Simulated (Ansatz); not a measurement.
From the elastic tensor of Mg$_{3}$ZnTe$_{4}$ to moduli and sound speeds

Level of theory: DFT PBE, scalar-relativistic, plane waves, PAW in Ansatz. Cutoff 420 eV, 4×4×4 k-points (Γ-centred), fixed occupations. No spin polarisation.

Space group P-43m (No. 215), cubic, a = 6.429 Å. Mg is surrounded by 4 Te at 2.81 Å; Zn is surrounded by 4 Te at 2.70 Å; Te is surrounded by 1 Zn at 2.70 Å and 3 Mg at 2.81 Å.

It was reached by relaxing an invented guess, and it needn't be the stable form of this composition. Spin–orbit coupling is left out, which matters for heavy elements.

Relaxed-ion constants (GPa, on the Cartesian axes of the calculation):
C11 = 47.9, C12 = 29.9, C13 = 29.9, C22 = 47.9, C23 = 29.9, C33 = 47.9, C44 = 19.2, C55 = 19.2, C66 = 19.2 GPa; the others vanish.

Density 4.054 g/cm³; 8 atoms in 265.70 Å³.

With S = C⁻¹: B_V = (C11+C22+C33+2(C12+C13+C23))/9, G_V = (C11+C22+C33−C12−C13−C23+3(C44+C55+C66))/15, 1/B_R = S11+S22+S33+2(S12+S13+S23), 15/G_R = 4(S11+S22+S33−S12−S13−S23)+3(S44+S55+S66); Hill is their mean. Then v_l = √((B+4G/3)/ρ), v_t = √(G/ρ), v_m = [(2/v_t³+1/v_l³)/3]^(−1/3) and Θ = (ħ/k_B)·v_m·(6π²n/V)^(1/3) for n atoms in the volume V; E = 9BG/(3B+G), ν = (3B−2G)/(2(3B+G)) and A^U = 5G_V/G_R + B_V/B_R − 6.

```
Bulk modulus, Voigt / Reuss / Hill          : 35.9 / 35.9 / 35.9 GPa
Shear modulus, Voigt / Reuss / Hill         : 15.1 / 13.2 / 14.2 GPa
Young's modulus                             : 38 GPa
Poisson ratio                               : 0.326
Pugh ratio B/G                              : 2.54 (over 1.75, the rule of thumb for ductile)
Universal anisotropy index                  : 0.72
Longitudinal and transverse sound speeds    : 3676 and 1869 m/s
Debye temperature from the mean sound speed : 194 K
```
